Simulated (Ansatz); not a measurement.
Relaxed-ion elastic tensor of W (bcc (W type), Im-3m) in GPa (Voigt order), DFT-r²SCAN+D4 in the program Ansatz with PAW potentials; density 19.31 g/cm³, 15.81 Å³ per atom.

|  | 1 | 2 | 3 | 4 | 5 | 6 |
|---|---|---|---|---|---|---|
| 1 | 563 | 205 | 205 | 0.0 | 0.0 | 0.0 |
| 2 | 205 | 563 | 205 | 0.0 | 0.0 | 0.0 |
| 3 | 205 | 205 | 563 | 0.0 | 0.0 | 0.0 |
| 4 | 0.0 | 0.0 | 0.0 | 154 | 0.0 | 0.0 |
| 5 | 0.0 | 0.0 | 0.0 | 0.0 | 154 | 0.0 |
| 6 | 0.0 | 0.0 | 0.0 | 0.0 | 0.0 | 154 |

**Question.** Is the crystal mechanically stable?

**Answer.** Yes: the smallest eigenvalue of C is 154 GPa.

**Question.** Work out the Voigt, Reuss and Hill averages.

**Answer.** K_V = 325, K_R = 325, K_H = 325; G_V = 164, G_R = 163, G_H = 164 GPa.

**Question.** Give Young's modulus, Poisson's ratio, Pugh's ratio and the universal anisotropy index.

**Answer.** E = 9KG/(3K + G) = 420 GPa; ν = 0.28; K/G = 1.99 (ductile by the Pugh limit of 1.75); A_U = 5G_V/G_R + K_V/K_R − 6 = 0.03.

**Question.** Estimate the sound speeds and the Debye temperature.

**Answer.** v_l = √((K + 4G/3)/ρ) = 5300 m/s, v_t = √(G/ρ) = 2910 m/s, mean 3240 m/s; Θ = (h/k)(3n/4πV)^(1/3) v_m = 385 K.

**Question.** Give the Zener ratio and Young's modulus along [100], [110] and [111].

**Answer.** A = 2C44/(C11 − C12) = 0.86; 1/E = S11 − 2(S11 − S12 − S44/2)Γ with Γ = 0, 1/4, 1/3 gives 454, 411, 399 GPa.

**Question.** Solve the Christoffel equation for the three sound speeds along [100], [110], [111].

**Answer.** Eigenvalues of C_ijkl n_j n_l equal ρv². In km/s, slowest first: [100] 2.82, 2.82, 5.40; [110] 2.82, 3.04, 5.28; [111] 2.97, 2.97, 5.24.

Symmetry was held in the r²SCAN+D4 relaxation. The run is not spin-polarised. The pairwise dispersion correction was not fitted to metals. As this level gives no gap, shear constants depend on the k-mesh and smearing (Fermi–Dirac, 0.1 eV here). Spin–orbit coupling is left out wherever it is not named.

Potentials: the later of the program's two PAW sets.
